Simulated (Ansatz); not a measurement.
The start is a relaxed AlPt cell deformed by the Cartesian strain tensor (xx, yy, zz, yz, xz, xy) = (-0.180, 0.067, 0.000, 0.055, -0.028, -0.052). Cell shape, volume and atoms are optimised at zero target pressure with PBEsol (plane waves to 420 eV, PAW, scalar-relativistic; Ansatz, a program for electronic structure). The first steps use a coarse 8×7×7 k-mesh.

Initial structure:
```
CELL_PARAMETERS angstrom
      3.99206    -0.25315    -0.13875
     -0.25315     5.19454     0.26776
     -0.13875     0.26776     4.86836
ATOMIC_POSITIONS crystal
  Al 0.84413 0.84413 0.84413
  Al 0.65587 0.15587 0.34413
  Al 0.34413 0.65587 0.15587
  Al 0.15587 0.34413 0.65587
  Pt 0.15395 0.15395 0.15395
  Pt 0.34605 0.84605 0.65395
  Pt 0.65395 0.34605 0.84605
  Pt 0.84605 0.65395 0.34605
```

Question: What is the largest force in the starting geometry, and on which atom (counted from 1)?

Answer: 3.16 eV/Å, on Al3 (atoms numbered as listed).

Question: Is the parent structure recovered?

Answer: It returns to the parent structure, P2₁3 (No. 198).

Question: How do the shortest distances between atoms change?

Answer: The closest pairs of elements (up to four, under 3.6 Å), start → end: Al–Pt 2.14 → 2.60 Å; Pt–Pt 2.59 → 3.01 Å; Al–Al 2.60 → 3.01 Å.

Relaxed structure:

```cif
data_Al4Pt4
_chemical_formula_sum 'Al4 Pt4'
_space_group_name_H-M_alt 'P213'
_space_group_IT_number 198
_space_group_name_Hall 'P 2ac 2ab 3'
_cell_length_a 4.86834
_cell_length_b 4.86834
_cell_length_c 4.86834
_cell_angle_alpha 90.000
_cell_angle_beta 90.000
_cell_angle_gamma 90.000
loop_
_atom_site_label
_atom_site_type_symbol
_atom_site_symmetry_multiplicity
_atom_site_Wyckoff_symbol
_atom_site_fract_x
_atom_site_fract_y
_atom_site_fract_z
_atom_site_occupancy
Al1 Al 4 a 0.40582 0.40582 0.40582 1
Pt1 Pt 4 a 0.09604 0.09604 0.09604 1
```

Final values are on a 10×10×10 k-mesh of the relaxed cell. No spin polarisation in the result.

The cell that was disturbed is our relaxation of an entry of Materials Project.
